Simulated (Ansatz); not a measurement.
**Cs$_{3}$YF$_{6}$ single point**

Input file of Ansatz 0.2.0:

```yaml
crystal:
  lattice:
    - [0.0, 4.924813, 4.924813]
    - [4.924813, 0.0, 4.924813]
    - [4.924813, 4.924813, 0.0]
  atoms:
    - { symbol: Cs, position: [0.25, 0.25, 0.25] }
    - { symbol: Cs, position: [0.75, 0.75, 0.75] }
    - { symbol: Cs, position: [0.5, 0.5, 0.5] }
    - { symbol: F, position: [0.8, 0.2, 0.2] }
    - { symbol: F, position: [0.2, 0.8, 0.2] }
    - { symbol: F, position: [0.2, 0.8, 0.8] }
    - { symbol: F, position: [0.8, 0.2, 0.8] }
    - { symbol: F, position: [0.2, 0.2, 0.8] }
    - { symbol: F, position: [0.8, 0.8, 0.2] }
    - { symbol: "Y", position: [0.0, 0.0, 0.0] }
  symmetry: { tolerance: 0.0003 }
kpoints:
  mp_grid: { grid: [5, 5, 5], shift: [0, 0, 0] }
  band_path:
    path:
      - [0.0, 0.0, 0.0]
      - [0.5, 0.0, 0.5]
      - [0.625, 0.25, 0.625]
      - [0.375, 0.375, 0.75]
      - [0.0, 0.0, 0.0]
      - [0.5, 0.5, 0.5]
      - [0.5, 0.25, 0.75]
      - [0.5, 0.0, 0.5]
    npoints: 8
magnetization:
  spin_polarized: false
scf:
  occupations: { method: fermi_dirac }
  lower_state_search: "off"
  max_iter: 200
hamiltonian:
  pseudopotentials: { kind: paw }
  xc: lda
basis:
  ecutwfc: 420
  fft_grid_basis: typed
output:
  forces: true
  stress: true
  eigenvalues: true
  bader: true
  populations: true
  elf: true
  write_potential: true
  volumetric_format: npy
  dos:
    e_range: [-12, 8]
    de: 0.05
    projected: { site_lists: { Cs: [Cs], F: [F], "Y": ["Y"] } }
checkpoint:
  read: saved_state
```

The run starts from an earlier solution of this cell. 

Output (shortened):

```
Pseudopotentials: kind: paw
Pseudopotential: Cs, paw, valence charge 9, recommended cutoff 420 eV (normal), Cs.paw.azcp
Pseudopotential: F, paw, valence charge 7, recommended cutoff 420 eV (normal), F.paw.azcp
Pseudopotential: Y, paw, valence charge 11, recommended cutoff 420 eV (normal), Y.paw.azcp
Functional definition: SPW92
  exchange = slater_x
  correlation = pw_c
Crystal: 10 atoms, lattice volume = 238.891 Å³
Basis set: ecut = 420 eV, 4645 PW (Γ)
Bands: 50, of which v1, the nominal top of the filled ones, is band 40 counted from 1 (39 counted from 0)
Symmetry: 48 space group operations
Space group: Fm-3m (ITA 225), of the structure as read, at distance tolerance 1.9e-3 Å
k-points: 10 of 125
Initial density: read from a saved state, or passed on in memory by an earlier SCF of this step, an earlier step, the calling program or the single point that the run made first
Functional: x = slater, c = lda
SCF iter   1: F=—  Δρ=4.16e-4  dr2=2.27e-4
SCF iter   2: F=—  Δρ=2.19e-4  dr2=7.53e-5
SCF iter   3: F=—  Δρ=9.41e-5  dr2=1.43e-5
SCF iter   4: F=—  Δρ=2.48e-5  dr2=1.14e-6
SCF iter   5: F=-25036.9680 eV  Δρ=3.83e-6  dr2=4.13e-8
Free energy (F): -25036.9680 eV
Harris-Foulkes:  -25036.9680 eV  (|F-HF|=1.49e-8)
Internal energy: -25036.9680 eV  (E = F + TS)
E sigma→0 (E₀):  -25036.9680 eV
Fermi energy:    4.7153 eV
--- Per-component energies (eV) ---
  E_band       = -499.3158
  E_kinetic    = 1984.5117
  E_local      = -6625.1864  (includes V_loc(G=0)·N_el)
  E_nonlocal   = 608.1129
  E_hartree    = 2629.1778
  E_xc         = -1165.8737
  E_vxc        = -1194.3383  (∫ρ·V_xc dr)
  E_paw        = -18560.2522  (= ΣΔE_a)
  E_vpaw       = -530.7776  (= ΣTr[D̂ρ^β])
  E_aug_tail   = 0.0121  (compensation charges beyond the density's cutoff)
  E_ewald      = -3909.2911
  E_core_change = 1.8208  (= ΣΔE_core)
  E_smearing   =  0.0000  (= −TS)
--- Forces (eV/Å), atoms counted from 1 ---
  atom   1  Cs     0.0000     0.0000     0.0000
  atom   2  Cs     0.0000     0.0000     0.0000
  atom   3  Cs     0.0000     0.0000     0.0000
  atom   4  F      4.1039     0.0000     0.0000
  atom   5  F      0.0000     4.1039     0.0000
  atom   6  F     -4.1039     0.0000     0.0000
  atom   7  F      0.0000    -4.1039     0.0000
  atom   8  F      0.0000     0.0000     4.1039
  atom   9  F      0.0000     0.0000    -4.1039
  atom  10  Y      0.0000     0.0000     0.0000
--- Stress (GPa, compression-positive) ---
        6.5322       0.0000       0.0000
        0.0000       6.5322       0.0000
        0.0000       0.0000       6.5322
  P = ⅓ Tr σ = 6.5322 GPa (65.322 kbar)
--- Löwdin populations: 10 sites ---
  site symbol       q [e]
     0     Cs      8.0882
     1     Cs      8.0882
     2     Cs      8.1259
     3      F      7.5545
     4      F      7.5545
     5      F      7.5545
     6      F      7.5545
     7      F      7.5545
     8      F      7.5545
     9      Y     10.0202
  spilling = 0.0044 (of n_electrons = 80.0000)
--- Bader charges: 10 sites ---
  site symbol  charge [e]  shift [e]
     0     Cs      0.9161     0.0000
     1     Cs      0.9161     0.0000
     2     Cs      0.8852     0.0000
     3      F     -0.8258     0.0004
     4      F     -0.8258     0.0004
     5      F     -0.8257     0.0004
     6      F     -0.8257     0.0004
     7      F     -0.8257     0.0004
     8      F     -0.8257     0.0004
     9      Y      2.2371     0.0027
```

Origin: a known structure type with other elements, at an estimated volume, so it need not be a known compound. Caveats: atoms or cell far from equilibrium.
